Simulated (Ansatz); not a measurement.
Au (fcc, Cu type)

```yaml
crystal:
  lattice:
    - [0.00000, 4.12402, 4.12402]
    - [2.06201, 2.06201, 4.12402]
    - [2.06201, 2.06201, 0.00000]
  atoms:
    - { symbol: Au, position: [0.00000, 0.00000, 0.00000] }
    - { symbol: Au, position: [0.50000, 0.00000, 0.00000] }
```

The atoms are displaced by Q × the pattern below (from a DFPT mode at X = (0.5, 0.5, 0.0), largest move 1; Q in Å), at fixed cell. It is one choice among 2 degenerate patterns. (q is in reciprocal vectors of the primitive cell; the cell shown is doubled to hold the pattern.)

```tsv
atom	x	y	z
Au1	0.000	1.000	0.000
Au2	0.000	-1.000	0.000
```

These are r2SCAN (plane waves to 500 eV, PAW, scalar-relativistic; Ansatz, an electronic-structure program) values and carry that method's errors. k mesh 19×19×19 (Γ-centred), Fermi-Dirac smearing 0.05 eV. Energies are smeared free energies. With partly filled bands, energies and forces of such displacements shift with the k mesh and the smearing. Au was relaxed with its symmetry unable to fall. Spin-orbit coupling is left out, though Au is heavy. The PAW data are Ansatz's earlier set. ΔE is measured from the undisplaced structure. The last digit holds for this mesh only.

```json
[
 {"Q (Å)": "-0.2800", "ΔE (meV/cell)": "447.6"},
 {"Q (Å)": "-0.2333", "ΔE (meV/cell)": "withheld"},
 {"Q (Å)": "-0.1867", "ΔE (meV/cell)": "174.9"},
 {"Q (Å)": "-0.1400", "ΔE (meV/cell)": "93.4"},
 {"Q (Å)": "-0.0933", "ΔE (meV/cell)": "39.9"},
 {"Q (Å)": "-0.0467", "ΔE (meV/cell)": "9.7"},
 {"Q (Å)": "0.0000", "ΔE (meV/cell)": "0.0"},
 {"Q (Å)": "0.0467", "ΔE (meV/cell)": "9.7"},
 {"Q (Å)": "0.0933", "ΔE (meV/cell)": "39.9"},
 {"Q (Å)": "0.1400", "ΔE (meV/cell)": "93.4"},
 {"Q (Å)": "0.1867", "ΔE (meV/cell)": "174.9"},
 {"Q (Å)": "0.2333", "ΔE (meV/cell)": "withheld"},
 {"Q (Å)": "0.2800", "ΔE (meV/cell)": "447.6"}
]
```

Problem. Fit an even polynomial form (powers 2, 4) to the given rows and predict ΔE at Q = -0.2333.

Solution. Least squares on the 11 given rows: ΔE = (4457)·Q² + (15970)·Q⁴, in meV/cell with Q in Å; root-mean-square residual 0.09 meV/cell. At -0.2333 the fit gives 289.9 meV/cell; the calculation gives 290.4 meV/cell, so the interpolation is off by -0.5 (-0.2 %). The quadratic term alone would give 242.6 meV/cell.

(For displaced atoms, the force is minus the slope of the energy, and its curvature is a force constant, which sets phonon frequencies.)
